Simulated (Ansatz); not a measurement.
Here is the system:

Sc$_{3}$In:
```xyz
8
Lattice="6.4365 0.0000 0.0000 -3.2182 5.5741 0.0000 0.0000 0.0000 5.1766" Properties=species:S:1:pos:R:3 pbc="T T T"
Sc     4.8081     0.9402     1.2942
Sc     1.5898     4.6340     3.8825
Sc     3.2182     3.6938     1.2942
Sc    -1.5898     4.6340     3.8825
Sc     1.6284     0.9402     1.2942
Sc     0.0000     1.8803     3.8825
In     0.0000     3.7161     1.2942
In     3.2182     1.8580     3.8825
```

This is the r²SCAN-relaxed structure.

Task: All from r²SCAN (plane waves, PAW; program Ansatz), unless another level is named. Estimate the density of states at the Fermi level.

Result: 2.3 states/eV per atom (mean over ±0.08 eV).

Task: Give the formation energy from the elements (no fitted shifts).

Result: -0.36 eV/atom.

Task: And the gap with spin–orbit coupling?

Result: none (metallic).

Space group P6_3/mmc. The workflow started from an entry of the Crystallography Open Database (COD). Whether it is the stable phase at ambient conditions was not checked. The cell was relaxed with r²SCAN under the symmetry of its start; its stability against distortions is not shown here. The run is not spin-polarised. The references are the lowest solids computed at this level, not always the standard phases. Spin–orbit coupling is left out wherever it is not named.

Potentials: the later of the program's two PAW sets.
